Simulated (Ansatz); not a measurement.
RuW (L1₀ or tetragonal B2, space group No. 123) under volume change, plane-wave PAW PBE (Ansatz code), shape and atoms relaxed at each volume.

```tsv
V (Å³/atom)	E − E(relaxed) (meV/atom)	P (GPa)
13.643	136.6	35.30
14.092	57.3	21.59
14.542	13.5	9.92
14.992	0.0	0.00
15.442	12.1	-8.40
15.891	46.0	-15.52
16.341	98.2	-21.54
```

**Question.** What does a third-order Birch–Murnaghan fit give for V₀, B₀ and B′?

**Answer.** V₀ = 14.99 Å³/atom, B₀ = 303 GPa, B′ = 4.5.

Space group P4/mmm (L1₀ or tetragonal B2). The cell is a constructed one: a structure type filled with these elements; neither database checked (COD, Materials Project) lists it. Whether it is the stable phase at ambient conditions was not checked. The PBE relaxation kept the symmetry of its start; whether a distortion lowers the energy is not shown. No spin polarisation was allowed. Scalar-relativistic: spin–orbit coupling is off unless named, which matters more the heavier the elements.

Potentials: the earlier of the program's two PAW sets.
